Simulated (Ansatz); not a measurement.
Input:

TiO$_{2}$:
```cif
data_O6Ti3
_chemical_formula_sum 'Ti3 O6'
_space_group_name_H-M_alt 'P 1'
_space_group_IT_number 1
_cell_length_a 5.55318
_cell_length_b 5.55318
_cell_length_c 6.04977
_cell_angle_alpha 90.000
_cell_angle_beta 90.000
_cell_angle_gamma 120.000
loop_
_space_group_symop_operation_xyz
  'x, y, z'
loop_
_atom_site_label
_atom_site_type_symbol
_atom_site_fract_x
_atom_site_fract_y
_atom_site_fract_z
_atom_site_occupancy
Ti1 Ti 0.53485 0.53485 0.00000 1
Ti2 Ti 0.46515 0.00000 0.33333 1
Ti3 Ti 0.00000 0.46515 0.66667 1
O1 O 0.41852 0.27344 0.21506 1
O2 O 0.72656 0.14508 0.54840 1
O3 O 0.85492 0.58148 0.88173 1
O4 O 0.27344 0.41852 0.78494 1
O5 O 0.14508 0.72656 0.45160 1
O6 O 0.58148 0.85492 0.11827 1
```

This is the r²SCAN-relaxed structure.

All from r²SCAN (plane waves, PAW; program Ansatz), unless another level is named. Give the formation energy from the elements (no fitted shifts).

-3157 meV/atom.

And the band gap?

4.06 eV (direct).

And the hole effective mass?

1.1, 3.2, 3.2 mₑ (principal values).

Next, the HSE06 gap on the r²SCAN cell?

5.24 eV.

Next, the valence-band maximum?

at A.

And the weight of the conduction-edge state by species (Voronoi cells)?

Ti 86 %, O 14 %.

Space group P3_121. The first step of the workflow began from a Materials Project structure, measured or hypothetical; the Crystallography Open Database files this formula in space group No. 152, but the cells were not matched. It is not the phase usual at ambient conditions (space group No. 61, 136, 141). The cell was relaxed with r²SCAN under the symmetry of its start. At this level the phase is dynamically unstable (imaginary phonons). No spin polarisation was allowed. The references are the lowest solids computed at this level, not always the standard phases (solids in place of the gases).

Potentials: the earlier of the program's two PAW sets.
